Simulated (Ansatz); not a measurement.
All-electron card of LaSb

```yaml
crystal:
  lattice:
    - [0.00000, 3.24500, 3.24500]
    - [3.24500, 0.00000, 3.24500]
    - [3.24500, 3.24500, 0.00000]
  atoms:
    - { symbol: La, position: [0.00000, 0.00000, 0.00000] }
    - { symbol: Sb, position: [0.50000, 0.50000, 0.50000] }
```

Atom numbers follow the list: La1, Sb2.

The cell is COD entry 1537613, as deposited and not checked against the literature; nothing was relaxed.

No spin–orbit coupling, which matters for the heavy atoms here.

Methods: DFT, PBEsol, all-electron LAPW, scalar-relativistic (Ansatz 0.2.0); DFT, PBEsol, PAW with Ansatz's default frozen-core files, scalar-relativistic (Ansatz 0.2.0).

For LAPW: a Γ-centred 10×10×10 k mesh, Fermi–Dirac smearing of 0.05 eV, basis error target 1 meV/atom, no spin polarisation. PAW takes a cutoff of 420 eV at this cell (files made with PBE, cores remade for this functional). The Ansatz runs share mesh, smearing and spin set-up. Values come from LAPW unless marked.

```json
{
 "Pressure at this cell": "-0.93 GPa",
 "Band gap": "none at this level of theory (metallic, semimetallic, or a small gap that the functional closes)",
 "Density of states at the Fermi level (0.2 eV bin)": "0.17 states/eV per cell",
 "Löwdin charges (with 0.03 e of the cell spilling out of the atomic basis, so their sizes and signs hang on that basis)": "La1 0.35, Sb2 -0.33 e",
 "Bader charges (from the PAW run)": "La1 +1.45, Sb2 -1.45 e",
 "Volume per atom": "34.17 Å³"
}
```
